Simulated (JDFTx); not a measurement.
- surface: TiTe2(0001), Te outermost, slab composition Ti2Te4
- bulk: TiTe2, P-3m1, lattice of mp-1907 (not re-optimised)
- slab: 6 atoms in 6 planes, 1x1, 10.2 Å between the outermost planes
- in-plane cell: 3.824 × 3.824 Å, 12.67 Å²
- cell height: 26.1 Å
- sampling: 6×6×1 k mesh, Fermi smearing 0.01 Ha, no spin polarisation

Whether this polymorph is the ambient one wasn't checked. Neither spin polarisation nor a larger cell was tried.

Profiles through the double layer of this slab, charged, in CANDLE, water, 1 M NaCl; PBE, GBRV ultrasoft potentials, plane waves to 20/100 Ha, JDFTx (a modified build). z is the height above the outermost atoms, φ the plane-averaged electrostatic potential energy of an electron (zero in the bulk liquid), ρ_b the bound charge of solvent and ions, s the cavity shape function (0 in the solid, 1 in the liquid).

| z (Å) | n (e/Å³) | s | φ (eV) | ρ_b (10⁻³ e/Å³) |
|---|---|---|---|---|
| 0.97 | 0.1234 | 0.00 | -1.862 | -0.09 |
| 1.44 | 0.0400 | 0.00 | -1.043 | -2.27 |
| 1.90 | 0.0103 | 0.01 | -0.245 | -6.50 |
| 2.37 | 0.0025 | 0.13 | -0.060 | -1.29 |
| 2.83 | 0.0006 | 0.40 | -0.037 | 0.30 |
| 3.30 | 0.0001 | 0.70 | -0.029 | 0.08 |
| 3.77 | 0.0000 | 0.93 | -0.024 | 0.01 |
| 4.23 | 0.0000 | 1.00 | -0.020 | 0.00 |
| 4.70 | 0.0000 | 1.00 | -0.017 | -0.01 |
| 5.16 | 0.0000 | 1.00 | -0.015 | -0.01 |
| 5.63 | 0.0000 | 1.00 | -0.013 | -0.01 |
| 6.10 | 0.0000 | 1.00 | -0.011 | -0.01 |
| 6.56 | 0.0000 | 1.00 | -0.009 | -0.01 |
| 7.03 | 0.0000 | 1.00 | -0.008 | 0.00 |
| 7.50 | 0.0000 | 1.00 | -0.007 | 0.00 |

**Question.** Is the electrode positively or negatively charged, and roughly by how much?

**Answer.** Positively: σ = 7.3 μC/cm² per face. The liquid's bound charge is of the opposite sign overall, and far from the surface φ decays with the screening length (3.0 Å).
